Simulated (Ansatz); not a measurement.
The relaxed structure here is a generated cell of Ga2O3: the first start was made by placing the elements on the sites of a structure type, and the end was not matched to a known phase here, so it may be hypothetical. Known forms of Ga2O3 include space group No. 12, 167.

A relaxed structure of Ga2O3. The numbers are results of PBEsol (plane waves to 420 eV, PAW, scalar-relativistic; Ansatz, a program for electronic structure), not measurements.

```
CELL_PARAMETERS angstrom
      2.43657     1.40675     2.45004
     -2.43657     1.40675     2.45004
      0.00000    -2.81351     2.45004
ATOMIC_POSITIONS crystal
  O  0.20049 0.79951 0.50000
  O  0.50000 0.20049 0.79951
  O  0.79951 0.50000 0.20049
  Ga 0.29540 0.29540 0.29540
  Ga 0.70460 0.70460 0.70460
```

**Question.** Find the space group and the Wyckoff positions (tolerance 0.01 Å).

**Answer.** Space group R32, hexagonal axes (No. 155); a = b = 4.8731 Å, c = 7.3501 Å, α = β = 90.00°, γ = 120.00°

```
atom  site  symmetry       x       y       z
----  ----  --------  ------  ------  ------
O       9e        .2  0.2995  0.2995  0.5000
Ga      6c        3.  0.0000  0.0000  0.2954
```

**Question.** Give the shortest distances between elements (the closest pairs, up to four, under 3.6 Å).

**Answer.** Ga–O 1.96 Å; O–O 2.47 Å; Ga–Ga 2.87 Å.

The volume per atom is 10.08 Å³ and the band gap is 0.87 eV, indirect (valence top at 71 % of the way from Γ to T, conduction bottom at Γ) (no spin-orbit coupling). The smallest direct gap is 2.05 eV at Γ.

No spin polarisation in the result.

The run could not lose the symmetry of its start, so the end can be a saddle point.
